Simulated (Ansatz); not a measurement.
Data:

SiC:
```cif
data_CSi
_chemical_formula_sum 'Si1 C1'
_space_group_name_H-M_alt 'P 1'
_space_group_IT_number 1
_cell_length_a 2.61909
_cell_length_b 2.61909
_cell_length_c 2.61909
_cell_angle_alpha 90.000
_cell_angle_beta 90.000
_cell_angle_gamma 90.000
loop_
_space_group_symop_operation_xyz
  'x, y, z'
loop_
_atom_site_label
_atom_site_type_symbol
_atom_site_fract_x
_atom_site_fract_y
_atom_site_fract_z
_atom_site_occupancy
Si1 Si 0.00000 0.00000 0.00000 1
C1 C 0.50000 0.50000 0.50000 1
```

This is the r²SCAN-relaxed structure.

Q: All from plane-wave PAW r²SCAN (Ansatz code), unless another level is named. Estimate the bulk modulus (Birch–Murnaghan fit).

A: 187 GPa.

Q: And the elastic constants (relaxed ions, GPa)?

A: C11 = 268, C12 = 145, C44 = -76.2.

Space group Pm-3m (CsCl type). A made-up cell: these elements were put on the sites of a structure type; neither database checked (COD, Materials Project) lists it. It is not the phase usual at ambient conditions (space group No. 186, 216). The cell was relaxed with r²SCAN under the symmetry of its start. At this level the phase is mechanically unstable. As this level gives no gap, shear constants depend on the k-mesh and smearing (Fermi–Dirac, 0.1 eV here).

Potentials: the later of the program's two PAW sets.
